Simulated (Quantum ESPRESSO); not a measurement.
# Kohn-Sham bands of ZrSe2 (CdI2 type)

```
CELL_PARAMETERS angstrom
      3.81115     0.00000     0.00000
     -1.90558     3.30055     0.00000
      0.00000     0.00000     6.39991
ATOMIC_POSITIONS crystal
  Zr 0.00000 0.00000 0.00000
  Se 0.66667 0.33333 0.75588
  Se 0.33333 0.66667 0.24412
```

Cell from Materials Project (mp-2076), symmetrised, no further relaxation. COD (Crystallography Open Database) has an entry of this formula and space group (matched by these alone). Method: PBE plane waves in Quantum ESPRESSO 7.5 (PseudoDojo norm-conserving files, 69 Ry, no spin polarisation, no spin-orbit coupling), Bloch states on a 12×12×6 mesh through Γ, Wannier90 4.0.1. Density: 12×12×6 mesh, Gaussian smearing 0.01 Ry. The cell is built of weakly bound layers, chains or molecules, whose nearest atoms lie 3.95 Å apart. Database cells relaxed without dispersion often hold them too far apart, which can enlarge gaps and weakens couplings between them; spacing and stacking were not compared with the measured crystal. Spin-orbit coupling, left out, would split the p-like bands by a few tenths of an eV.

Problem. List the Kohn-Sham levels between −8 and 3.4 eV relative to the valence-band maximum at the high-symmetry points, as a band run of pw.x on that density gives them (levels within 2 meV counted together).

Solution. 
```json
[
 {"point": "Γ", "k (reciprocal lattice)": "0.000 0.000 0.000", "levels (eV)": "-4.45, -2.59 (×2), -0.11, 0.00 (×2), 1.12 (×2), 1.61"},
 {"point": "M", "k (reciprocal lattice)": "0.500 0.000 0.000", "levels (eV)": "-4.44, -2.89, -2.54, -2.41, -1.94, -1.22, 0.63, 2.55, 2.89"},
 {"point": "K", "k (reciprocal lattice)": "0.333 0.333 0.000", "levels (eV)": "-3.57, -3.41 (×2), -2.19 (×2), -1.73, 1.77, 2.60 (×2)"},
 {"point": "A", "k (reciprocal lattice)": "0.000 0.000 0.500", "levels (eV)": "-3.55, -2.56 (×2), -1.86, -0.12 (×2), 1.10 (×2), 1.98"},
 {"point": "L", "k (reciprocal lattice)": "0.500 0.000 0.500", "levels (eV)": "-4.52, -3.39, -2.53, -2.45, -1.01, -1.00, 0.44, 2.55, 2.87"},
 {"point": "H", "k (reciprocal lattice)": "0.333 0.333 0.500", "levels (eV)": "-3.54 (×2), -3.29, -2.19, -1.95 (×2), 1.82, 2.27 (×2)"}
]
```
